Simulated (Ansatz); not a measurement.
# Property card for SiGe

SiGe:
```xyz
10
Lattice="-1.9625 1.9625 13.8866 1.9625 -1.9625 13.8866 1.9625 1.9625 -13.8866" Properties=species:S:1:pos:R:3 pbc="T T T"
Si     0.0000     0.0000    25.0951
Si     1.9625     0.0000    12.5445
Si     0.0000     0.0000    13.8866
Si     1.9625     0.0000     1.3421
Si     0.0000     0.0000     2.6781
Ge     0.0000     1.9625     4.0627
Ge     0.0000     0.0000    19.3926
Ge     1.9625     0.0000     6.9433
Ge     0.0000     0.0000     8.3806
Ge     0.0000     1.9625     9.8239
```

Space group I-4m2 (No. 119); conventional cell a = 3.925 Å, b = 3.925 Å, c = 27.773 Å, α = 90.00°, β = 90.00°, γ = 90.00°.

Method: r²SCAN in the plane-wave PAW code Ansatz. Geometry: relaxed at this level of theory. Other levels are named where they apply.

**Cell and energy**

- Volume per atom = 21.39 Å³
- Density = 3.91 g/cm³
- Formation energy from the elements (no fitted shifts) = 0.008 eV/atom

**Electronic structure**

- Band gap: 0.53 eV (direct)
- Valence-band maximum: at Γ
- Conduction-band minimum: at Γ
- Electron effective mass: 0.19, 0.19, 1.7 mₑ (principal values)
- Hole effective mass, band 1 of 2 at the edge: 2.0 along x, 0.24 along z (mₑ)
- Hole effective mass, band 2 of 2 at the edge: 0.070 along x, 0.24 along z (mₑ)

**Mechanics**

- Bulk modulus (Birch–Murnaghan fit): 842 kbar
- Pressure derivative B′: 4.5

**Charges**

- Bader charges: Si -0.01 to +0.17, Ge -0.19 to 0.00 e

The start of the workflow was typed in or built on a structure type; neither database checked (COD, Materials Project) lists it. Whether it is the stable phase at ambient conditions was not checked. Symmetry was held in the r²SCAN relaxation; its stability against distortions is not shown here. The references are the lowest solids computed at this level, not always the standard phases. Scalar-relativistic: spin–orbit coupling is off unless named, which matters more the heavier the elements.

Potentials: the earlier of the program's two PAW sets.
